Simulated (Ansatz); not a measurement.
Pb, DFT, PBEsol, all-electron LAPW, scalar-relativistic (Ansatz 0.2.0), run on 1 thread of Arm Neoverse V1 on a shared host.

The cell is COD entry 1537623, as deposited and not checked against the literature; nothing was relaxed. The listed cell was then made from it by scaling, straining or moving an atom.

Command: `ansatz run input.yaml --threads 1 --pin off --max-ram 3072MiB --backend cpu --events-out ev --progress --plain --runs-dir out`

```yaml
crystal:
  lattice:
    - [3.4104006768, 0.0, 0.0]
    - [-1.7052003384, 2.9534936231, 0.0]
    - [0.0, 0.0, 5.59]
  atoms:
    - { symbol: Pb, position: [0.3333333333, 0.6666666667, 0.25] }
    - { symbol: Pb, position: [0.6666666667, 0.3333333333, 0.75] }
kpoints:
  mp_grid: { grid: [14, 14, 8] }
  band_path:
    path:
      - [0.0, 0.0, 0.0]
      - [0.5, 0.0, 0.0]
      - [0.3333333333, 0.3333333333, 0.0]
      - [0.0, 0.0, 0.0]
      - [0.0, 0.0, 0.5]
      - [0.5, 0.0, 0.5]
      - [0.3333333333, 0.3333333333, 0.5]
      - [0.0, 0.0, 0.5]
      - [0.5, 0.0, 0.5]
    npoints: 5
scf:
  occupations: { method: fermi_dirac, width: 0.08 }
hamiltonian:
  xc: pbesol
  pseudopotentials: { kind: all_electron, lapw: { basis_error: 0.0005 } }
output:
  forces: true
  stress: true
  eigenvalues: true
```

Task: How large is the problem that the program sets up?

Result: 120 irreducible k-points, 313 plane waves at Γ, 44 bands.

Task: About how long does it take, and how much memory does it use?

Result: 55 s of wall time for 6 SCF iterations, with a peak of 0.54 GiB. Times on shared machines scatter by tens of per cent.
